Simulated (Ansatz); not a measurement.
## K (simple cubic): energy against volume

Level of theory: Ansatz 0.2.0, DFT, r2SCAN, plane waves (500 eV) with PAW, scalar-relativistic. The PAW files were generated under PBE, with cores re-solved for the functional.

The cell is scaled uniformly from the relaxed one, with fractional coordinates and shape fixed. Energies are extrapolated to zero smearing, pressures are those at the given smearing. Magnetic state: spin not included.

A Birch-Murnaghan fit gives V₀ = 79.23 Å³/atom, B₀ = 2.8 GPa, B₀′ = 3.7.

(1) What are the energy above the minimum and the pressure at 69.900 Å³/atom?

(2) What are the energy above the minimum and the pressure at 85.787 Å³/atom?

(3) What are the energy above the minimum and the pressure at 88.964 Å³/atom?

## Answers

(1) 11.7 meV/atom and 0.45 GPa as computed.

(2) 4.2 meV/atom and -0.18 GPa as computed.

(3) 8.7 meV/atom and -0.25 GPa as computed.
